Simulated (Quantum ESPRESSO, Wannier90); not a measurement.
## Tight-binding from DFT: In2O3 (corundum)

```
begin unit_cell_cart
ang
   -2.7581050016    4.7771779954    0.0000000000
   -5.5162100032    0.0000000000    0.0000000000
   -2.7581050016    1.5923926651    4.8636870000
end unit_cell_cart
begin atoms_frac
In  -0.1428800000 -0.1428800000  0.4286400000
In   0.1428800000  0.1428800000 -0.4286400000
In  -0.3571200000 -0.3571200000  0.0713600000
In   0.3571200000  0.3571200000 -0.0713600000
O    0.0464950000  0.4535050000 -0.2500000000
O   -0.0464950000 -0.4535050000  0.2500000000
O   -0.2500000000  0.0464950000 -0.2500000000
O    0.2500000000 -0.0464950000  0.2500000000
O    0.4535050000 -0.2500000000 -0.2500000000
O   -0.4535050000  0.2500000000  0.2500000000
end atoms_frac
```

Cell from Materials Project (mp-22323), symmetrised, no further relaxation. COD (Crystallography Open Database) has the formula in 3 space groups, this one among them (matched by group alone). Computed values, not measurements, from PBEsol: Quantum ESPRESSO (norm-conserving PseudoDojo potentials, cutoff 68 Ry, no spin polarisation, no spin-orbit coupling) on a Γ-centred 4×4×4 mesh, then Wannier90. Density: 8×8×8 mesh, Gaussian smearing 0.01 Ry. Spin-orbit coupling is left out although heavy elements are present.

Bands 1-6,27-44 form an isolated set from -17.47 to 0.00 eV relative to the valence-band maximum (on the path) and are turned into 24 Wannier functions by minimising the spread from the start: s functions at random places. Bands 7–26 (In 4d 95 %) lie between the kept ones and are excluded.

Q: Where do the functions sit, how wide are they and what are they made of?

A: 
```json
[
 {"functions": "12", "spread (Å²)": "1.03", "nearest atom, distance (Å)": "O 0.35", "second atom, distance (Å)": "In 1.93", "weight on atomic waves": "O 2p 61 %, O 2s 20 %, In 5p 6 %"},
 {"functions": "12", "spread (Å²)": "1.13", "nearest atom, distance (Å)": "O 0.37", "second atom, distance (Å)": "In 1.77", "weight on atomic waves": "O 2p 60 %, O 2s 17 %, In 5p 8 %"}
]
```

Ω_I = 24.15 Å², Ω_total = 25.84 Å²; the interpolated bands follow pw.x to 5.7 meV rms on the path. It is the lowest total spread that any start reached here.
